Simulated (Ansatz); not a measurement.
Geometry optimisation in Ansatz: input, command and trajectory.

```yaml
crystal:
  lattice:
    - [-2.1435816928, 2.1435816928, 4.9930318289]
    - [2.1435816928, -2.1435816928, 4.9930318289]
    - [2.1435816928, 2.1435816928, -4.9930318289]
  atoms:
    - { symbol: "Y", position: [0.0, 0.0, 0.0] }
    - { symbol: Ge, position: [0.3688829585, 0.3688829585, 0.0] }
    - { symbol: Ge, position: [0.6311170415, 0.6311170415, 0.0] }
    - { symbol: Ru, position: [0.75, 0.25, 0.5] }
    - { symbol: Ru, position: [0.25, 0.75, 0.5] }
basis:
  ecutwfc: 420
kpoints:
  mp_grid: { grid: [12, 12, 12] }
hamiltonian:
  xc: pbesol
scf:
  occupations: { method: gaussian, width: 0.1 }
output:
  forces: true
  stress: true
  eigenvalues: true
relax:
  adjacent_minimum: "off"
  f_tol: 0.01
  max_steps: 30
  cell: { stress_tol: 0.1, fix: [volume] }
```

```bash
ansatz run input.yaml --threads 1 --pin off --max-ram 2560MiB --backend cpu --events-out ev --progress --plain --runs-dir out
```

The calculation used Ansatz, DFT PBEsol, scalar-relativistic, plane waves, PAW.

The volume is held at 1.06 times that of the relaxed cell.

Of 4 frames 3 are shown, positions in Å and forces in eV/Å; the SCF threshold varies from step to step. Steps run on the plane waves of an earlier cell, with a Pulay correction in the pressure. The basis is chosen afresh for the last frame, the zero of the energies, and at times for earlier ones too; energy and pressure step there, also at an unchanged geometry.

```xyz
5
Lattice="-2.1436 2.1436 4.9930 2.1436 -2.1436 4.9930 2.1436 2.1436 -4.9930" Properties=species:S:1:pos:R:3:forces:R:3 pbc="T T T" step=1 free_energy_over_end_meV_per_atom=0.97 pressure_GPa=-8.02
Y     0.0000    0.0000    0.0000    0.0000    0.0000    0.0000
Ge    0.0000    0.0000    3.6837    0.0000    0.0000   -0.2538
Ge    0.0000    0.0000    6.3024    0.0000    0.0000    0.2538
Ru    0.0000    2.1436    2.4965    0.0000    0.0000    0.0000
Ru    2.1436    0.0000    2.4965    0.0000    0.0000    0.0000
5
Lattice="-2.1420 2.1420 5.0004 2.1420 -2.1420 5.0004 2.1420 2.1420 -5.0004" Properties=species:S:1:pos:R:3:forces:R:3 pbc="T T T" step=2 free_energy_over_end_meV_per_atom=0.03 pressure_GPa=-7.54
Y     0.0000    0.0000    0.0000    0.0000    0.0000    0.0000
Ge    0.0000    0.0000    3.6745    0.0000    0.0000   -0.0462
Ge    0.0000    0.0000    6.3263    0.0000    0.0000    0.0462
Ru    0.0000    2.1420    2.5002    0.0000    0.0000    0.0000
Ru    2.1420    0.0000    2.5002    0.0000    0.0000    0.0000
5
Lattice="-2.1427 2.1427 4.9970 2.1427 -2.1427 4.9970 2.1427 2.1427 -4.9970" Properties=species:S:1:pos:R:3:forces:R:3 pbc="T T T" step=4 free_energy_over_end_meV_per_atom=0.00 pressure_GPa=-7.44
Y     0.0000    0.0000    0.0000    0.0000    0.0000    0.0000
Ge    0.0000    0.0000    3.6681    0.0000    0.0000   -0.0001
Ge    0.0000    0.0000    6.3259    0.0000    0.0000    0.0001
Ru    0.0000    2.1427    2.4985    0.0000    0.0000    0.0000
Ru    2.1427    0.0000    2.4985    0.0000    0.0000    0.0000
```

It took 2.4 min on 1 thread of Arm Neoverse V1, with other jobs on the host, peak memory 0.74 GiB.